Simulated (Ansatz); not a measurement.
The calculation used DFT PBE, scalar-relativistic, plane waves, PAW in Ansatz. Cutoff 420 eV, Γ-centred meshes of about 0.25 Å⁻¹ or finer for metals and 0.3 Å⁻¹ for insulators (2π included), Gaussian smearing. No spin polarisation.

These are static total energies at zero pressure.

Compare these two cells of Te₂Mo₂Pt, each relaxed at this level.

A.

```
Te Mo Pt
1.0
     7.08386    0.00000    0.00000
     0.00000    7.08386    0.00000
     0.00000    0.00000    3.88322
Te Mo Pt
4 4 2
Direct
  0.66262 0.16262 0.50000
  0.33738 0.83738 0.50000
  0.16262 0.33738 0.50000
  0.83738 0.66262 0.50000
  0.13001 0.63001 0.00000
  0.86999 0.36999 0.00000
  0.63001 0.86999 0.00000
  0.36999 0.13001 0.00000
  0.00000 0.00000 0.00000
  0.50000 0.50000 0.00000
```

B.

```
Te Mo Pt
1.0
     4.46444    0.00000    0.00000
    -2.23222    3.86632    0.00000
     0.00000    0.00000    7.64886
Te Mo Pt
2 2 1
Direct
  0.33333 0.66667 0.73276
  0.66667 0.33333 0.26724
  0.33333 0.66667 0.08667
  0.66667 0.33333 0.91333
  0.00000 0.00000 0.00000
```

Problem. Which would you expect to be lower, and how large is the difference?

Solution. B is lower, by 187 meV/atom. A has space group P4/mbm (No. 127), 19.5 Å³/atom and no gap on its mesh; B has space group P-3m1 (No. 164), 26.4 Å³/atom and no gap. Counting Te atoms around Mo and Pt (those within 1.25 times the shortest such distance or 1.15 times the sum of covalent radii, 1.27 where that leaves under three; the shortest distance is added where it exceeds 1.18 times the sum of covalent radii), A has Mo 6, Pt 8 from 3.3 Å and B has Mo 4, Pt 6 from 3.3 Å. Even the lower one lies +0.11 eV/atom against the reference forms of the elements (uncorrected), so neither is stable at this level. Both come from trial cells of a structure search, whose lowest cell (P2_1/m, 24.3 Å³/atom) lies 247 meV/atom below the lower of the two.

No dispersion correction is applied, so the spacing and binding between layers, chains or molecules are poorly described (P-3m1), and this can change margins and order among such cells. These runs have no spin–orbit coupling, which can matter for Pt and Te. Trial moments fell under 0.15 μB along the way in P4/mbm and P-3m1; another start might hold them. With atoms moved at random, B (by 247 meV/atom) fell into a lower structure. A had no clear such test and can be a saddle point. Some candidate types were left out of the draw beforehand, so a known form may be missing.
